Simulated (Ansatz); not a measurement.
Relaxed BN (zinc blende):

```yaml
crystal:
  lattice:
    - [0.00000, 1.80285, 1.80285]
    - [1.80285, 0.00000, 1.80285]
    - [1.80285, 1.80285, 0.00000]
  atoms:
    - { symbol: N, position: [0.75000, 0.75000, 0.75000] }
    - { symbol: B, position: [0.00000, 0.00000, 0.00000] }
```

Method: PBEsol (plane waves to 420 eV, PAW, scalar-relativistic; Ansatz, a first-principles code). k mesh 13×13×13 (Γ-centred), Fermi-Dirac smearing 0.05 eV. BN was relaxed with its symmetry unable to fall.

One atom of the cell was then moved (with its periodic images), all else fixed, and the forces (eV/Å) came out as:

```
atom      Fx     Fy     Fz
----  ------  -----  -----
N1     1.559  0.000  0.000
B2    -1.559  0.000  0.000
```

With two atoms only their relative shift counts; take B2 as fixed.

### Question
Which atom was moved, and by which vector (Å)?

### Answer
N1, by (-0.06, 0.00, 0.00), 0.06 Å in all.

(A displaced cell: forces are minus the slopes of the energy, force constants its curvatures, and phonons follow from these.)
